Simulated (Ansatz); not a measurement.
WI2O2 in space group I4/mmm (No. 139; W on 2a, I on 4e, O on 4c), plane-wave PAW r²SCAN+D4 (Ansatz code), all energies at zero smearing, with the estimated change up to a 700 eV cutoff added, with one set of potentials and settings (totals compare only within such a set). Cell of 5 atoms (1 W, 2 I, 2 O): -26592.566 eV.

| element | reference phase | E (eV/atom) |
|---|---|---|
| W | Im-3m, 1 atoms in the cell | -10397.5157 |
| I | Cmce, 4 atoms in the cell | -7528.1417 |
| O | C2/m, 4 atoms in the cell, spin-polarised | -566.0549 |

Formation energy per atom, worked out: (-26592.566 − 1×(-10397.5157) − 2×(-7528.1417) − 2×(-566.0549))/5 = -1.331 eV/atom (-128 kJ per mol of atoms), at 0 K, without zero-point energy or fitted corrections.

The workflow started from an entry of the Crystallography Open Database (COD); the relaxed space group is not among those it files for this formula. COD files the formula under space group No. 71. Its standing as an ambient phase is unchecked. Symmetry was held in the r²SCAN+D4 relaxation; whether a distortion lowers the energy is not shown. No spin polarisation was allowed. No Hubbard U is applied. The references are the lowest solids computed at this level, not always the standard phases (solids in place of the gases). Scalar-relativistic: spin–orbit coupling is off unless named, which matters more the heavier the elements.

Potentials: the later of the program's two PAW sets.
